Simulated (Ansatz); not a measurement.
Data:

Ti₂SnC:
```
Ti2SnC
1.0
    3.13911     0.00000     0.00000
   -1.56956     2.71855     0.00000
    0.00000     0.00000    13.64162
Ti Sn C
4 2 2
Direct
  0.33333   0.66667   0.08087
  0.66667   0.33333   0.91913
  0.66667   0.33333   0.58087
  0.33333   0.66667   0.41913
  0.33333   0.66667   0.75000
  0.66667   0.33333   0.25000
  0.00000   0.00000   0.00000
  0.00000   0.00000   0.50000
```

This is the PBEsol-relaxed structure. x, y and z are the axes in which the lattice vectors are written.

Q: All from PBEsol (plane waves, PAW; program Ansatz), unless another level is named. Estimate the Debye temperature from the elastic constants.

A: 531 K.

Q: And the elastic constants (relaxed ions, GPa)?

A: C11 = 277, C12 = 86.0, C13 = 79.8, C33 = 277, C44 = 105.

Space group P6_3/mmc. The workflow started from a Materials Project entry (that database holds measured and hypothetical structures alike); the Crystallography Open Database copy checked does not list it. Its standing as an ambient phase is unchecked. Symmetry was held in the PBEsol relaxation; whether a distortion lowers the energy is not shown. No spin polarisation was allowed. As this level gives no gap, shear constants depend on the k-mesh and smearing (Fermi–Dirac, 0.1 eV here). Spin–orbit coupling is left out wherever it is not named.

Potentials: the later of the program's two PAW sets.
